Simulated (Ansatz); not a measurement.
ScPt:
```yaml
crystal:
  lattice:
    - [3.28557, 0.00000, 0.00000]
    - [0.00000, 3.28557, 0.00000]
    - [0.00000, 0.00000, 3.28557]
  atoms:
    - { symbol: Pt, position: [0.00000, 0.00000, 0.00000] }
    - { symbol: Sc, position: [0.50000, 0.50000, 0.50000] }
```

Relaxed with r²SCAN. Special points in fractions of this cell's reciprocal vectors: Γ (0.000, 0.000, 0.000); X (0.000, 0.500, 0.000); M (0.500, 0.500, 0.000); R (0.500, 0.500, 0.500).

Question: List the band energies nearest the Fermi level at these points for DFT-r²SCAN with spin–orbit coupling in the program Ansatz with PAW potentials.

Answer: In eV from the Fermi level; about four levels below and three above (degenerate sets whole), none deeper than 8.9 eV; points with the same levels are listed once.

```tsv
k	below	above
Γ	-2.96 -2.96 -2.96 -2.96 -2.26 -2.26	1.89 1.89 1.89 1.89
X	-2.15 -2.15 -0.65 -0.65	0.33 0.33 1.42 1.42
M	-0.58 -0.58 -0.05 -0.05	0.74 0.74 2.39 2.39
R	-0.99 -0.99 -0.99 -0.99	3.33 3.33 4.08 4.08 4.08 4.08
```

Space group Pm-3m (CsCl type). The workflow started from an entry of the Crystallography Open Database (COD). Whether it is the stable phase at ambient conditions was not checked. Symmetry was held in the r²SCAN relaxation; whether a distortion lowers the energy is not shown. The run is not spin-polarised.

Potentials: the later of the program's two PAW sets.
